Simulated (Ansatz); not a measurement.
ZrN:
```xyz
2
Lattice="0.0000 2.2761 2.2761 2.2761 0.0000 2.2761 2.2761 2.2761 0.0000" Properties=species:S:1:pos:R:3 pbc="T T T"
N      0.0000     0.0000     0.0000
Zr     2.2761     2.2761     2.2761
```

Relaxed with PBEsol. Special points in fractions of this cell's reciprocal vectors: Γ (0.000, 0.000, 0.000); X (0.500, 0.000, 0.500); U (0.625, 0.250, 0.625); K (0.375, 0.375, 0.750); L (0.500, 0.500, 0.500); W (0.500, 0.250, 0.750).

Q: List the band energies nearest the Fermi level at these points for plane-wave PAW PBEsol (Ansatz code).

A: In eV from the Fermi level; about four levels below and three above (degenerate sets whole), none deeper than 8.9 eV; … stands for higher levels left out; points with the same levels are listed once.

| k | below | above |
|---|---|---|
| Γ | -2.67 -2.67 -2.67 -0.44 -0.44 -0.44 | … |
| X | -4.55 -3.62 -3.16 -3.16 | 3.47 4.71 4.71 |
| U | -5.58 -4.75 -4.52 -0.75 | 3.51 3.80 5.40 |
| L | -7.81 -5.81 -5.81 | 3.13 3.19 3.19 |
| W | -5.53 -4.78 -4.78 | 1.04 1.04 4.72 |

Space group Fm-3m (rock salt). The cell was relaxed with PBEsol under the symmetry of its start. No spin polarisation was allowed. With an odd number of electrons in the cell and no spin polarisation, the count alone makes it a metal. Spin–orbit coupling is left out wherever it is not named.

Potentials: the later of the program's two PAW sets.
